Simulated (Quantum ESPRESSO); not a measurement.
```cif
data_Co3Na3O6
_chemical_formula_sum 'O6 Na3 Co3'
_space_group_name_H-M_alt 'R-3m :H'
_space_group_IT_number 166
_space_group_name_Hall '-R 3 2"'
_cell_length_a 2.88896
_cell_length_b 2.88896
_cell_length_c 15.34704
_cell_angle_alpha 90.000
_cell_angle_beta 90.000
_cell_angle_gamma 120.000
loop_
_atom_site_label
_atom_site_type_symbol
_atom_site_symmetry_multiplicity
_atom_site_Wyckoff_symbol
_atom_site_fract_x
_atom_site_fract_y
_atom_site_fract_z
_atom_site_occupancy
O1 O 6 c 0.00000 0.00000 0.22899 1
Na1 Na 3 a 0.00000 0.00000 0.00000 1
Co1 Co 3 b 0.00000 0.00000 0.50000 1
```
(The calculation used a cell of 4 atoms; values per cell refer to that cell.)

Cell and atoms were relaxed with PBEsol from Materials Project entry mp-18921, within its symmetry.

### Question
What does PBEsol (Quantum ESPRESSO, PseudoDojo norm-conserving, 96 Ry, without SOC) give for the electronic structure near the Fermi level?

### Answer
The PBEsol gap is 0.75 eV; at least one edge lies off the plotted path, at a point of the SCF mesh. The smallest direct gap is 0.82 eV. Another valence extremum on the path lies within 0.02 eV, too close to call. The 3d shell has no Hubbard U; the runs are without spin polarisation, and magnetic order was not tried.

The structure is a Materials Project entry; no match was found in the copy of COD used, and its stability was not checked.
